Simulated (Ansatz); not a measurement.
## Cs: the volume at rest

Cs in the bcc lattice, starting from this typed cell of 116.87 Å³ an atom.

```xyz
1
Lattice="-3.0800 3.0800 3.0800 3.0800 -3.0800 3.0800 3.0800 3.0800 -3.0800" Properties=species:S:1:pos:R:3 pbc="T T T"
Cs    0.0000    0.0000    0.0000
```

Method (Ansatz, development build): k mesh 8×8×8; Fermi–Dirac smearing of 0.1 eV; no spin. Cell and atoms are relaxed to zero stress with the symmetry kept and no dispersion correction.

Caveats: coarse k mesh.

What volume results under PBE, and how much do the potentials matter?


```csv
functional,potentials,cutoff (eV),volume (Å³/atom),change (%)
PBE,all-electron PAW datasets (no frozen core),190,116.87,0.0
PBE,Ansatz hand-made PAW,520,116.87,0.0
PBE,PseudoDojo norm-conserving,680,116.87,0.0
PBE,Ansatz norm-conserving,680,116.87,0.0
```
